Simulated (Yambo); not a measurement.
**Convergence of the G0W0 gap of LuBrO monolayer**

G0W0@PBEsol for a free-standing LuBrO monolayer (symmetry P4/nmm, slab cell 20.0 Å high) in Yambo. Reference settings: 4×4×1 Γ-centred k mesh, bands 3 to 154 and a 6 Ry block in the screening, 154 bands in G with the Bruneval-Gonze terminator, plasmon pole fitted at 27.2 eV, slab-truncated Coulomb interaction, stochastic integration of W near q = 0. The PBEsol gap Γ → Γ on this mesh is 4.34 eV; G0W0 gaps are taken between the same points.

| change from the reference | G0W0 gap Γ → Γ (eV) | shift of the valence edge (eV) |
|---|---|---|
| reference settings | 6.24 | -0.81 |
| 72 bands in W, 72 bands in G | 6.52 | -0.70 |
| 107 bands in W, 107 bands in G | 6.32 | -0.76 |
| 72 bands in G | 6.32 | -0.73 |
| pole fitted at 15 eV | 6.23 | -0.76 |
| 107 bands in G, no terminator | 6.16 | -0.36 |

The reference isn't shown to be the converged limit. In the run with 154 bands and a 6 Ry block, which covers more k points, the smallest G0W0 gap is 5.96 eV, M → Γ.

Spin-orbit splittings are left out. The 4f states are in the valence at their DFT position.

Geometry relaxed with PBEsol; primitive cell a = b = 3.7189 Å, c = 20.0000 Å, α = β = γ = 90.00°.

This is a model layer cut from the bulk structure; whether it is stable on its own was not checked.

A shift is the quasiparticle energy of the state minus its PBEsol energy.
